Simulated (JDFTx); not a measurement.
Ir(111) slab cut from bulk Ir (space group Fm-3m, indices of the conventional cell, lattice of the Materials Project entry mp-101, not re-optimised): 4 atoms in 4 planes, a 1x1 cell of 6.43 Å² (|a| = 2.725, |b| = 2.725 Å), 6.7 Å between the outermost planes, cell height 22.7 Å, 10×10×1 k mesh, Fermi smearing 0.01 Ha, no spin polarisation.

The reference is PBE, GBRV ultrasoft potentials, plane waves to 20/100 Ha; code: a modified build of JDFTx. Unrelaxed; liquid: linear PCM (GLSSA13), water, 1 M KCl. The reference uses 38 bands for 60 valence electrons; each other row changes one option in all its runs. U vs SHE = −μ/e − 4.44 V throughout (conventional absolute potential of the hydrogen electrode).

Options: reference (38 bands); 33 bands; 35 bands; 46 bands.

Task: Which options move the work function or U_pzc by more than 0.02 from the reference?

Result: 33 bands.

```json
[
 {"option": "reference (38 bands)", "F − F(reference), vacuum (meV/cell)": "0.0", "work function (eV)": "5.498", "U_pzc (V)": "0.827", "top band holds over 0.001 electrons": "no"},
 {"option": "33 bands", "F − F(reference), vacuum (meV/cell)": "54.6", "work function (eV)": "5.425", "U_pzc (V)": "0.759", "top band holds over 0.001 electrons": "yes"},
 {"option": "35 bands", "F − F(reference), vacuum (meV/cell)": "1.1", "work function (eV)": "5.495", "U_pzc (V)": "0.825", "top band holds over 0.001 electrons": "yes"},
 {"option": "46 bands", "F − F(reference), vacuum (meV/cell)": "0.0", "work function (eV)": "5.498", "U_pzc (V)": "0.828", "top band holds over 0.001 electrons": "no"}
]
```

A dash marks a run that didn't converge or wasn't made; the third decimal is shown to expose solver noise and isn't converged.
